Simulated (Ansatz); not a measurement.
Here is the system:

MoS₂:
```cif
data_Mo2S4
_chemical_formula_sum 'Mo2 S4'
_space_group_name_H-M_alt 'P 1'
_space_group_IT_number 1
_cell_length_a 3.17410
_cell_length_b 3.17410
_cell_length_c 12.48679
_cell_angle_alpha 90.000
_cell_angle_beta 90.000
_cell_angle_gamma 120.000
loop_
_space_group_symop_operation_xyz
  'x, y, z'
loop_
_atom_site_label
_atom_site_type_symbol
_atom_site_fract_x
_atom_site_fract_y
_atom_site_fract_z
_atom_site_occupancy
Mo1 Mo 0.33333 0.66667 0.25000 1
Mo2 Mo 0.66667 0.33333 0.75000 1
S1 S 0.33333 0.66667 0.62561 1
S2 S 0.66667 0.33333 0.12561 1
S3 S 0.66667 0.33333 0.37439 1
S4 S 0.33333 0.66667 0.87439 1
```

This is the r²SCAN+D4-relaxed structure.

All from r²SCAN+D4 in the plane-wave PAW code Ansatz, unless another level is named. Give the formation energy from the elements (no fitted shifts).

-1.00 eV/atom.

What about the hole effective mass?

0.71, 0.71, 0.86 mₑ (principal values).

Give the HSE06 gap on the r²SCAN+D4 cell.

1.47 eV.

Next, the electron effective mass with spin–orbit coupling?

0.57, 0.58, 0.83 mₑ (principal values).

Space group P6_3/mmc. The cell was relaxed with r²SCAN+D4 under the symmetry of its start. No spin polarisation was allowed. The references are the lowest solids computed at this level, not always the standard phases. Spin–orbit coupling is left out wherever it is not named.

Potentials: the later of the program's two PAW sets.
